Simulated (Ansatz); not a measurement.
Relaxed-ion elastic tensor of Ca (fcc (Cu type), space group No. 225) in GPa (Voigt order), DFT-PBE+D3(BJ) in the program Ansatz with PAW potentials; density 1.66 g/cm³, 40.13 Å³ per atom.

```json
[
 {"": "1", "1": "23.3", "2": "16.2", "3": "16.2", "4": "0.0", "5": "0.0", "6": "0.0"},
 {"": "2", "1": "16.2", "2": "23.3", "3": "16.2", "4": "0.0", "5": "0.0", "6": "0.0"},
 {"": "3", "1": "16.2", "2": "16.2", "3": "23.3", "4": "0.0", "5": "0.0", "6": "0.0"},
 {"": "4", "1": "0.0", "2": "0.0", "3": "0.0", "4": "16.9", "5": "0.0", "6": "0.0"},
 {"": "5", "1": "0.0", "2": "0.0", "3": "0.0", "4": "0.0", "5": "16.9", "6": "0.0"},
 {"": "6", "1": "0.0", "2": "0.0", "3": "0.0", "4": "0.0", "5": "0.0", "6": "16.9"}
]
```

Problem. Is the crystal mechanically stable?

Solution. Yes: the smallest eigenvalue of C is 7.1 GPa.

Problem. Work out the Voigt, Reuss and Hill averages.

Solution. K_V = 18.5, K_R = 18.5, K_H = 18.5; G_V = 11.6, G_R = 6.8, G_H = 9.2 GPa.

Problem. Give Young's modulus, Poisson's ratio, Pugh's ratio and the universal anisotropy index.

Solution. E = 9KG/(3K + G) = 23.6 GPa; ν = 0.29; K/G = 2.02 (ductile by the Pugh limit of 1.75); A_U = 5G_V/G_R + K_V/K_R − 6 = 3.55.

Problem. Estimate the sound speeds and the Debye temperature.

Solution. v_l = √((K + 4G/3)/ρ) = 4310 m/s, v_t = √(G/ρ) = 2350 m/s, mean 2620 m/s; Θ = (h/k)(3n/4πV)^(1/3) v_m = 228 K.

Problem. Give the Zener ratio and Young's modulus along [100], [110] and [111].

Solution. A = 2C44/(C11 − C12) = 4.75; 1/E = S11 − 2(S11 − S12 − S44/2)Γ with Γ = 0, 1/4, 1/3 gives 10.1, 22.7, 38.9 GPa.

Problem. Solve the Christoffel equation for the three sound speeds along [100], [110], [111].

Solution. Eigenvalues of C_ijkl n_j n_l equal ρv². In km/s, slowest first: [100] 3.20, 3.20, 3.75; [110] 1.47, 3.20, 4.70; [111] 2.20, 2.20, 4.98.

Space group Fm-3m (fcc (Cu type)). The PBE+D3(BJ) relaxation kept the symmetry of its start. The pairwise dispersion correction was not fitted to metals. As this level gives no gap, shear constants depend on the k-mesh and smearing (Fermi–Dirac, 0.1 eV here).

Potentials: the later of the program's two PAW sets.
